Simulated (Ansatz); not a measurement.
## Data sheet: CdSiN$_{2}$ (DFT)

CdSiN2:
```xyz
4
Lattice="1.4488 0.8365 5.4726 -1.4488 0.8365 5.4726 0.0000 -1.6729 5.4726" Properties=species:S:1:pos:R:3 pbc="T T T"
Cd     0.0000     0.0000     0.0000
Si     0.0000     0.0000     8.2088
N      0.0000     0.0000    12.7039
N      0.0000     0.0000     3.7138
```

Space group R-3m (No. 166); conventional cell a = 2.8976 Å, b = 2.8976 Å, c = 16.4177 Å, α = 90.00°, β = 90.00°, γ = 120.00°.

Method: plane-wave PAW r²SCAN (Ansatz code). Geometry: relaxed at this level of theory. Other levels are named where they apply.

**Cell and energy**

```
Quantity                                                       Value
-----------------------------------------------------  -------------
Volume per atom                                              9.95 Å³
Density                                                   7.03 g/cm³
Formation energy from the elements (no fitted shifts)  -0.24 eV/atom
```

**Electronic structure**

```
Quantity                                                                                                                                               Value
------------------------------------------------  ----------------------------------------------------------------------------------------------------------
Band gap                                                                                                                                  1.58 eV (indirect)
Valence-band maximum                              on the Γ–S0 line, 58 % of the way from Γ (k = 0.000, 0.198, -0.198 in fractions of the reciprocal vectors)
Conduction-band minimum                                                                                                                                 at Γ
Smallest direct gap on the standard path                                                                                                             2.35 eV
Electron effective mass                                                                                               0.14, 0.33, 0.33 mₑ (principal values)
Electron effective mass with spin–orbit coupling                                                                      0.14, 0.33, 0.33 mₑ (principal values)
Hole effective mass                                                                                                    0.32, 0.98, 1.5 mₑ (principal values)
Hole effective mass with spin–orbit coupling                                                                           0.32, 0.98, 1.5 mₑ (principal values)
HSE06 gap on the r²SCAN cell                                                                                                                         2.29 eV
Gap with spin–orbit coupling                                                                                                                         1.58 eV
```

**Mechanics**

```
Property                                                                                                    Result
--------------------------------------------  --------------------------------------------------------------------
Bulk modulus (Birch–Murnaghan fit)                                                                       2230 kbar
Pressure derivative B′                                                                                         4.7
Elastic constants (relaxed ions, GPa)         C11 = 456, C12 = 135, C13 = 99.5, C14 = -13.3, C33 = 444, C44 = 47.2
Mechanical stability                                                        stable (all eigenvalues of C positive)
Hill bulk and shear moduli                                                                       225 and 100.0 GPa
Young's modulus                                                                                            261 GPa
Poisson's ratio                                                                                               0.31
Debye temperature from the elastic constants                                                                 583 K
```

**Charges**

```
Quantity                               Value
-------------  -----------------------------
Bader charges  Cd +1.03, Si +3.10, N -2.07 e
```

The start of the workflow was typed in or built on a structure type; neither database checked (COD, Materials Project) lists it. Whether it is the stable phase at ambient conditions was not checked. The cell was relaxed with r²SCAN under the symmetry of its start; its stability against distortions is not shown here. The references are the lowest solids computed at this level, not always the standard phases (solids in place of the gases). Scalar-relativistic: spin–orbit coupling is off unless named, which matters more the heavier the elements.

Potentials: the later of the program's two PAW sets.
